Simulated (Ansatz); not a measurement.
This run works on a generated trial structure, not on a known crystal.

Input and command of a plane-wave DFT calculation in Ansatz:

```yaml
crystal:
  lattice:
    - [4.51450989, 0.0, 0.0]
    - [0.0, 4.51450989, 0.0]
    - [0.0, 0.0, 9.87863596]
  atoms:
    - { symbol: Sc, position: [0.0, 0.0, 0.5] }
    - { symbol: Sc, position: [0.5, 0.5, 0.5] }
    - { symbol: Ag, position: [0.5, 0.0, 0.13954] }
    - { symbol: Ag, position: [0.0, 0.5, 0.86046] }
    - { symbol: Sb, position: [0.5, 0.5, 0.0] }
    - { symbol: Sb, position: [0.0, 0.0, 0.0] }
    - { symbol: Cl, position: [0.0, 0.5, 0.31902999] }
    - { symbol: Cl, position: [0.5, 0.0, 0.68097001] }
basis:
  ecutwfc: 420
kpoints:
  mp_grid: { grid: [3, 3, 2] }
hamiltonian:
  xc: pbe
scf:
  occupations: { method: gaussian, width: 0.15 }
  lower_state_search: "off"
output:
  forces: true
  stress: true
  eigenvalues: true
relax:
  adjacent_minimum: "off"
  f_tol: 0.08
  max_steps: 16
  cell: { stress_tol: 0.8 }
```

```bash
ansatz run input.yaml --threads 1 --pin off --max-ram 2560MiB --backend cpu --events-out ev --progress --plain --runs-dir out
```

Processor: Intel(R) Xeon(R) Processor @ 2.70GHz, 1 thread, on a host shared with other jobs.

**Question.** How long does it run, and how much memory does it take?

**Answer.** About 2.3 min, peak memory 0.54 GiB. It solves 63 bands at 6 k points (after reduction by symmetry) with about 3321 plane waves (on the last cell), in 80 SCF iterations over 11 ionic steps.
